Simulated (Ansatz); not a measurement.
CaO:
Space group Fm-3m (No. 225); a = b = c = 4.7949 Å, α = β = γ = 90.00°

| atom | site | symmetry | x | y | z |
|---|---|---|---|---|---|
| Ca | 4a | m-3m | 0.0000 | 0.0000 | 0.0000 |
| O | 4b | m-3m | 0.5000 | 0.5000 | 0.5000 |
(The calculation used a cell of 2 atoms; values per cell refer to that cell.)

Relaxed with r²SCAN. Independent-particle spectrum: no excitons, no local fields, no scissors shift; 0.1 eV broadening; ε₁ of the summed bands alone.

**Question.** Tabulate the dielectric function from r²SCAN (plane waves, PAW; program Ansatz).

**Answer.** 

```csv
E (eV),ε₁ xx,ε₂ xx
0.0,3.42,0.00
0.3,3.42,0.00
0.6,3.43,0.00
0.9,3.45,0.00
1.2,3.47,0.00
1.5,3.50,0.00
1.8,3.53,0.00
2.1,3.58,0.00
2.4,3.63,0.00
2.7,3.70,0.00
3.0,3.79,0.00
3.3,3.89,0.00
3.6,4.02,0.00
3.9,4.20,0.00
4.2,4.46,0.00
4.5,5.03,0.06
4.8,5.28,0.96
5.1,5.06,1.35
5.4,5.00,1.56
5.7,4.95,1.97
6.0,4.75,2.25
6.3,4.59,2.48
6.6,4.44,2.74
6.9,4.00,3.04
7.2,3.81,2.89
7.5,3.76,2.91
7.8,3.74,2.96
8.1,3.80,3.06
8.4,4.06,3.23
8.7,4.36,4.24
9.0,3.35,5.21
9.3,2.00,5.45
9.6,1.54,4.20
9.9,2.95,4.72
10.2,1.71,6.76
10.5,-1.31,6.54
10.8,-2.22,4.25
11.1,-2.33,2.98
11.4,-1.68,2.54
11.7,-1.58,1.38
12.0,-1.51,1.24
```

**Question.** From ε at 5.5 eV (xx: 5.03 + 1.67i), find n, k, the normal reflectivity and the absorption coefficient.

**Answer.** n = 2.27, k = 0.367, R = 16 %, α = 2kE/ħc = 200000 cm⁻¹.

With all bands, ε∞ without local fields is 3.56. DFPT, with local fields, gives 3.52.

The cell was relaxed with r²SCAN under the symmetry of its start; phonons on a q-mesh show no instability.

Potentials: the later of the program's two PAW sets.
